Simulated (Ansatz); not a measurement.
Relaxed SrTiO₃ (cubic perovskite):

```
CELL_PARAMETERS angstrom
      3.93641     0.00000     0.00000
      0.00000     3.93641     0.00000
      0.00000     0.00000     3.93641
ATOMIC_POSITIONS crystal
  Sr 0.00000 0.00000 0.00000
  Ti 0.50000 0.50000 0.50000
  O  0.00000 0.50000 0.50000
  O  0.50000 0.50000 0.00000
  O  0.50000 0.00000 0.50000
```

Scan: atom 2 (Ti, nearest neighbour O at 1.968 Å; its periodic images, 3.9 Å or more away, move with it) is displaced along Cartesian [111], direction (0.577, 0.577, 0.577) in Cartesian axes, by s. The other atoms stay.

Level of theory: PBE (plane waves to 420 eV, PAW, scalar-relativistic; Ansatz, a quantum-chemistry and plane-wave program). k mesh 7×7×7 (Γ-centred), Fermi-Dirac smearing 0.05 eV. E stands for the smeared free energy. SrTiO3 is run without spin polarisation. SrTiO3 was relaxed with its symmetry unable to fall. The zero of ΔE is the undisplaced structure.

Successive frames, forces in eV/Å:

```tsv
frame	ΔE (meV/cell)	F on Sr1	F on Ti2	F on O3	F on O4	F on O5
s = -0.118 Å	10	(-0.196, -0.196, -0.196)	(0.145, 0.145, 0.145)	(0.079, -0.014, -0.014)	(-0.014, -0.014, 0.079)	(-0.014, 0.079, -0.014)
s = 0.000 Å	0	(0.000, 0.000, 0.000)	(0.000, 0.000, 0.000)	(0.000, 0.000, 0.000)	(0.000, 0.000, 0.000)	(0.000, 0.000, 0.000)
s = 0.118 Å	10	(0.196, 0.196, 0.196)	(-0.145, -0.145, -0.145)	(-0.079, 0.014, 0.014)	(0.014, 0.014, -0.079)	(0.014, -0.079, 0.014)
s = 0.236 Å	93	(0.413, 0.413, 0.413)	(-0.763, -0.763, -0.763)	(0.207, 0.072, 0.072)	(0.072, 0.072, 0.207)	(0.072, 0.207, 0.072)
```

Task: What are the energy and the forces in the next frame, s = 0.354 Å?

Result: ΔE (meV/cell) = 357.

| atom | Fx | Fy | Fz |
|---|---|---|---|
| Sr1 | 0.664 | 0.664 | 0.664 |
| Ti2 | -1.902 | -1.902 | -1.902 |
| O3 | 0.959 | 0.139 | 0.139 |
| O4 | 0.139 | 0.139 | 0.959 |
| O5 | 0.139 | 0.959 | 0.139 |

(A displaced cell: forces are minus the slopes of the energy, force constants its curvatures, and phonons follow from these.)
